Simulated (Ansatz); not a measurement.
This run works on a generated trial structure, not on a known crystal.

Input and command of a plane-wave DFT calculation in Ansatz:

```yaml
crystal:
  lattice:
    - [1.9236319, 1.1106094, 9.69632108]
    - [-1.9236319, 1.1106094, 9.69632108]
    - [0.0, -2.22121879, 9.69632108]
  atoms:
    - { symbol: Li, position: [0.22053, 0.22053, 0.22053] }
    - { symbol: Li, position: [0.77947, 0.77947, 0.77947] }
    - { symbol: Li, position: [0.0, 0.0, 0.0] }
    - { symbol: Ge, position: [0.09568, 0.09568, 0.09568] }
    - { symbol: Ge, position: [0.90432, 0.90432, 0.90432] }
    - { symbol: Ge, position: [0.29908001, 0.29908001, 0.29908001] }
    - { symbol: Ge, position: [0.70091999, 0.70091999, 0.70091999] }
    - { symbol: "N", position: [0.5, 0.5, 0.5] }
basis:
  ecutwfc: 420
kpoints:
  mp_grid: { grid: [5, 5, 5] }
hamiltonian:
  xc: pbe
scf:
  occupations: { method: gaussian, width: 0.2 }
  lower_state_search: "off"
output:
  forces: true
  stress: true
  eigenvalues: true
relax:
  adjacent_minimum: "off"
  f_tol: 0.08
  max_steps: 16
  cell: { stress_tol: 0.8 }
```

```bash
ansatz run input.yaml --threads 1 --pin off --max-ram 2560MiB --backend cpu --events-out ev --progress --plain --runs-dir out
```

Processor: Intel(R) Xeon(R) Processor @ 2.70GHz, 1 thread, on a host shared with other jobs.

Problem. How long does it run, and how much memory does it take?

Solution. About 120 s, peak memory 0.45 GiB. It solves 43 bands at 19 k points (after reduction by symmetry) with about 2413 plane waves (on the last cell), in 101 SCF iterations over 13 ionic steps.
